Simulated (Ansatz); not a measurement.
## Property card for SiRu$_{2}$

SiRu$_{2}$:
Space group P4/nmm, origin choice 1 (No. 129); a = b = 3.755 Å, c = 5.956 Å, α = β = γ = 90.00°

```tsv
atom	site	symmetry	x	y	z
Ru	2a	-4m2	0.0000	0.0000	0.0000
Ru	2c	4mm	0.5000	0.0000	0.3366
Si	2c	4mm	0.0000	0.5000	0.2722
```

Space group P4/nmm (No. 129); conventional cell a = 3.755 Å, b = 3.755 Å, c = 5.956 Å, α = 90.00°, β = 90.00°, γ = 90.00°.

Method: DFT-PBE in the program Ansatz with PAW potentials. Geometry: relaxed at this level of theory. Other levels are named where they apply.

### Cell and energy

```
Quantity                                                      Result
-----------------------------------------------------  -------------
Volume per atom                                             14.00 Å³
Density                                                   9.10 g/cm³
Formation energy from the elements (no fitted shifts)  -0.23 eV/atom
```

### Electronic structure

```
Property                                                                     Value
------------------------------------  --------------------------------------------
Electronic character                                             metallic (no gap)
Density of states at the Fermi level  0.81 states/eV per atom (mean over ±0.08 eV)
```

### Mechanics

```
Item                                  Value
----------------------------------  -------
Bulk modulus (Birch–Murnaghan fit)  232 GPa
Pressure derivative B′                  4.8
```

The cell is a constructed one: a structure type filled with these elements; neither database checked (COD, Materials Project) lists it. Its standing as an ambient phase is unchecked. Symmetry was held in the PBE relaxation; its stability against distortions is not shown here. The run is not spin-polarised. The references are the lowest solids computed at this level, not always the standard phases. Spin–orbit coupling is left out wherever it is not named.

Potentials: the later of the program's two PAW sets.
